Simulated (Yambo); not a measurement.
# How GW settings move the gap: AgI

G0W0@PBEsol for AgI (space group P4/nmm, No. 129) in Yambo. Reference settings: 2×2×2 Γ-centred k mesh, bands 9 to 194 and a 7 Ry block in the screening, 194 bands in G with the Bruneval-Gonze terminator, plasmon pole fitted at 27.2 eV. The PBEsol gap Γ → Γ on this mesh is 1.11 eV; G0W0 gaps are taken between the same points.

```
change from the reference       G0W0 gap Γ → Γ (eV)  shift of the valence edge (eV)        rough Yambo cost
------------------------------  -------------------  ------------------------------  ----------------------
reference settings                             2.04                           -0.60                       1
76 bands in W, 76 bands in G                   2.15                           -0.38               about 1/2
125 bands in W, 125 bands in G                 2.06                           -0.52  within a factor of two
76 bands in G                                  2.06                           -0.55                       –
125 bands in G                                 2.05                           -0.59                       –
93 bands in W                                  2.10                           -0.48  within a factor of two
2 Ry block                                     1.98                           -0.40  within a factor of two
3 Ry block                                     1.95                           -0.43  within a factor of two
6 Ry block                                     2.03                           -0.58  within a factor of two
pole fitted at 40 eV                           2.04                           -0.64                       –
no random integration                          2.01                           -0.48                       –
2×2×1 mesh                                     1.80                           -0.45               about 1/3
76 bands in G, no terminator                   1.94                           -0.10                       –
125 bands in G, no terminator                  1.95                           -0.34                       –
no terminator                                  1.98                           -0.47                       –
```

The reference isn't shown to be the converged limit. Costs are rough (shared machines), scaled to the same edge states, and given only for runs that recompute the screening.

Without spin-orbit coupling, band edges of such heavy elements can be off by tenths of an eV.

Geometry relaxed with PBE+D3(BJ); primitive cell a = 4.3924 Å, b = 4.3924 Å, c = 6.2191 Å, α = 90.00°, β = 90.00°, γ = 90.00°.

This is not the ordinary phase of the substance; no match was found in the copy of COD used, and its stability was not checked.

A shift is the quasiparticle energy of the state minus its PBEsol energy.
